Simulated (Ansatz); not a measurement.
**Phonon dispersion of HfSn₂S₆**

Level of theory: Ansatz, DFT PBE, scalar-relativistic, plane waves, PAW. Cutoff 420 eV, 12×12×2 k-points (Γ-centred), fixed occupations. No spin polarisation. Phonons by linear response, acoustic sum rule imposed.

The cell, relaxed at this level:
```
CELL_PARAMETERS angstrom
3.68495 0.00000 0.00000
-1.84248 3.19126 0.00000
0.00000 0.00000 20.80874
ATOMIC_POSITIONS crystal
Hf 0.00000 0.00000 0.00000
Sn 0.00000 0.00000 0.66819
Sn 0.00000 0.00000 0.33181
S 0.33333 0.66667 0.73951
S 0.33333 0.66667 0.06879
S 0.33333 0.66667 0.40314
S 0.66667 0.33333 0.93121
S 0.66667 0.33333 0.26049
S 0.66667 0.33333 0.59686
```

It was reached by relaxing an invented guess, and it needn't be the stable form of this composition. Spin–orbit coupling is left out, which matters for heavy elements. The q mesh is coarse, so values between its points are rough. Modes under 40 cm⁻¹ are poorly fixed. No dispersion correction is applied, so modes and constants that involve weak contacts between layers, chains or molecules come out too soft.

Force constants from linear response on a 2×2×1 q mesh.

Path: Γ–M–K–Γ–A–L–H–A | L–M | H–K. Only the points of the 2×2×1 mesh were computed; the rest is interpolation, which is rough on so few points. On the mesh no mode is imaginary. Distance along the path (Å⁻¹), then the branches (cm⁻¹, negative for imaginary; the LO field is included):
```
0.000  0 0 0 4 4 4 4 9 10 139 163 188 188 188 188 196 196 196 249 249 295 298 298 302 309 341 346
0.246  22 24 33 36 36 45 70 71 71 152 182 182 204 205 210 214 244 254 258 268 294 294 295 301 306 330 332
0.492  45 46 54 64 66 66 119 124 124 178 178 185 216 217 230 243 246 263 277 278 282 289 290 294 308 311 314
0.738  56 63 64 70 86 86 137 155 155 176 176 204 226 226 226 251 256 256 264 264 268 288 288 289 301 302 318
0.984  51 70 70 72 93 93 138 164 165 176 176 200 229 229 235 243 243 243 264 269 270 288 290 290 298 298 319
1.127  50 64 65 76 100 100 136 163 163 182 183 205 226 226 235 243 248 248 264 266 267 287 288 288 296 296 315
1.269  47 50 51 86 116 116 130 159 159 197 197 217 222 222 236 242 255 255 258 259 266 285 285 287 293 293 305
1.411  35 36 44 98 121 134 134 154 154 213 214 221 221 230 237 240 246 247 258 258 268 284 284 286 289 289 291
1.553  28 29 44 110 110 146 146 146 146 222 222 223 223 238 238 238 238 239 257 257 268 286 286 286 286 286 286
1.837  43 44 46 91 121 121 128 151 151 205 205 215 215 224 226 247 253 253 268 268 278 284 284 285 289 289 294
2.121  44 46 50 76 84 84 124 131 131 195 196 196 200 201 225 254 255 262 280 282 288 289 291 291 298 298 303
2.405  24 26 36 42 43 51 79 79 80 156 190 191 192 193 222 224 240 261 268 270 293 293 297 299 305 326 328
2.689  0 0 0 4 4 4 4 9 10 139 163 188 188 188 188 196 196 196 249 249 295 298 298 302 309 341 346
2.708  0 0 1 4 4 4 4 9 10 139 139 188 188 188 188 196 196 196 196 249 249 298 298 307 309 346 346
2.746  1 1 2 4 4 5 5 8 10 139 139 188 188 188 188 196 196 196 196 249 249 298 298 307 309 346 346
2.784  2 2 3 3 3 5 5 7 10 139 139 188 188 188 188 196 196 196 196 249 249 298 298 307 309 346 346
2.822  2 2 3 3 5 5 5 6 11 139 139 188 188 188 188 196 196 196 196 249 249 298 298 307 309 346 346
2.964  11 13 18 18 19 25 37 37 38 142 186 186 194 196 199 199 209 248 248 254 260 297 297 305 308 340 342
3.210  34 35 45 52 52 57 99 100 100 167 179 180 211 211 228 232 237 263 273 283 288 292 292 298 308 319 320
3.456  55 56 57 68 77 78 132 142 142 176 177 200 222 222 224 254 256 258 269 270 273 288 288 291 304 305 317
3.702  53 68 69 71 91 91 138 162 162 176 176 202 228 228 232 245 247 247 265 268 268 288 289 289 299 299 319
3.896  51 69 69 73 95 95 138 164 164 177 178 201 228 228 235 243 244 245 264 268 269 288 289 289 297 297 318
4.038  49 58 58 81 108 108 133 161 161 189 190 210 224 224 236 242 251 252 263 264 265 287 287 287 295 295 311
4.180  42 43 46 92 125 126 126 156 157 206 206 221 221 224 236 241 253 253 257 257 267 284 284 286 291 291 298
4.322  30 31 44 104 115 141 141 150 150 220 220 222 222 235 237 239 241 241 257 257 268 285 285 286 287 287 287
4.535  34 35 44 100 120 136 136 152 152 214 214 221 221 232 234 241 245 245 260 260 272 284 284 285 288 288 289
4.820  47 48 49 84 104 104 130 145 145 199 199 207 208 214 221 255 258 258 275 276 284 287 287 288 289 290 299
5.104  36 38 46 63 64 66 108 109 110 175 193 194 194 195 232 241 243 266 278 285 290 291 293 296 304 312 313
5.388  12 14 20 21 22 28 42 42 43 143 188 189 190 192 202 204 215 247 251 263 264 296 296 304 308 339 340
5.530  51 70 70 72 93 93 138 164 165 176 176 200 229 229 235 243 243 243 264 269 270 288 290 290 298 298 319
5.568  51 70 70 72 93 93 138 164 165 176 176 200 229 229 235 243 243 243 264 269 270 288 290 290 298 298 319
5.606  51 70 70 72 93 93 138 164 165 176 176 200 229 229 235 243 243 243 264 269 270 288 290 290 298 298 319
5.643  51 70 70 72 93 93 138 164 165 176 176 200 229 229 235 243 243 243 264 269 270 288 290 290 298 298 319
5.681  51 70 70 72 93 93 138 164 165 176 176 200 229 229 235 243 243 243 264 269 270 288 290 290 298 298 319
5.700  28 29 44 110 110 146 146 146 146 222 222 223 223 238 238 238 238 238 257 257 268 286 286 286 286 286 286
5.738  28 29 44 110 110 146 146 146 146 222 222 223 223 238 238 238 238 239 257 257 268 286 286 286 286 286 286
5.775  28 29 44 110 110 146 146 146 146 222 222 223 223 238 238 238 238 239 257 257 268 286 286 286 286 286 286
5.813  28 29 44 110 110 146 146 146 146 222 222 223 223 238 238 238 238 239 257 257 268 286 286 286 286 286 286
```
